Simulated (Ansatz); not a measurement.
## WC-type LuP

The computed numbers are results of PBEsol, scalar-relativistic (no spin polarisation) in the plane-wave PAW code Ansatz at 420 eV, Γ-centred 10×10×8 mesh, 0.05 eV Gaussian smearing; PAW files: Ansatz's generated set soft_2.

```
CELL_PARAMETERS angstrom
3.76666 0.00000 0.00000
-1.88333 3.26203 0.00000
0.00000 0.00000 3.43163
ATOMIC_POSITIONS crystal
Lu 0.00000 0.00000 0.00000
P 0.66667 0.33333 0.50000
```

This is a trial structure: such lanthanide and actinide compounds mostly take the rock-salt structure.

Cell and atoms are those of this level's equilibrium.

The cell has space group P-6m2 (read at 0.01 Å). In it the stress is 0.01, 0.01, -0.04, 0.00, 0.00, 0.00 GPa and the largest force component 0.000 eV/Å. Each change below starts from this cell, without further relaxation. Stress is in GPa, positive in compression, in the order xx, yy, zz, yz, xz, xy; energies are counted from the cell above and are free energies with the smearing's entropy, which match forces and stress in a metal.

What happens when atom 2 (P) is moved by 0.05 Å along z?

The energy changes by 4.0 meV per cell, and the force on it along the shift is -0.172 eV/Å (−F/u = 3.45 eV/Å²). Stress: 0.12, 0.12, 0.11, 0.00, 0.00, 0.00.
```
atom  Fx (eV/Å)     Fy      Fz
 Lu1      0.000  0.000   0.172
  P2      0.000  0.000  -0.172
```
In a harmonic crystal the energy would rise by −½F·u = ½ × 3.45 × 0.05² eV = 4.3 meV, close to the run's value; the rest is anharmonic or numerical.

A single strain component, atoms carried along, gave the stress 0.38, 0.38, 2.50, 0.00, 0.00, 0.00. Which component, and about how large?

An engineering strain of -1 % in zz; the energy changes by 3.3 meV per cell.

No spin–orbit coupling, a notable omission for heavy elements.
